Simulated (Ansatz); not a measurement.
One crystal and one scan (scan of one atom of the cell) at two levels, PBE (plane waves to 420 eV, PAW, scalar-relativistic; Ansatz, a program for electronic structure) and r2SCAN (plane waves to 500 eV, PAW, scalar-relativistic; Ansatz), each from its own relaxed cell and on its own mesh. The cell shown is that of PBE.

CoSn (CoSn type, space group P6/mmm)

```xyz
6
Lattice="5.2940 0.0000 0.0000 -2.6470 4.5847 0.0000 0.0000 0.0000 4.2354" Properties=species:S:1:pos:R:3 pbc="T T T"
Co     2.6470     0.0000     0.0000
Co     1.3235     2.2924     0.0000
Co    -1.3235     2.2924     0.0000
Sn     0.0000     0.0000     0.0000
Sn     0.0000     3.0565     2.1177
Sn     2.6470     1.5282     2.1177
```

In each cell atom 1 (Co, nearest neighbour Sn at 2.612 Å; its periodic images, 4.2 Å or more away, move with it) moves by s·(0.000, 0.000, 1.000) (along Cartesian z), the rest being held.

E stands for the smeared free energy. CoSn is run without spin polarisation. CoSn was relaxed with its symmetry unable to fall. With partly filled bands, energies and forces of such displacements shift with the k mesh and the smearing. Both scans cover s from -0.520 to 0.520 Å.

ΔE (meV/cell), each from the undisplaced structure of its own level:

| s (Å) | PBE | r2SCAN |
|---|---|---|
| -0.520 | 1228 | 1384 |
| -0.416 | 708 | withheld |
| -0.312 | 361 | 414 |
| -0.208 | 148 | 170 |
| -0.104 | 35 | 40 |
| 0.000 | 0 | 0 |
| 0.104 | 35 | 40 |
| 0.208 | 148 | 170 |
| 0.312 | 361 | 414 |
| 0.416 | 708 | withheld |
| 0.520 | 1228 | 1384 |

Q: Estimate the r2SCAN value at -0.416 from the PBE value there and the ratio of the two levels in the two nearest given rows on that side of the minimum.

A: At -0.312 and -0.520 the ratio r2SCAN/PBE averages 1.137, which gives 1.137 × 708 = 805 meV/cell. The calculation gives 804 meV/cell, +13.6 % against PBE.

(For displaced atoms, the force is minus the slope of the energy, and its curvature is a force constant, which sets phonon frequencies.)
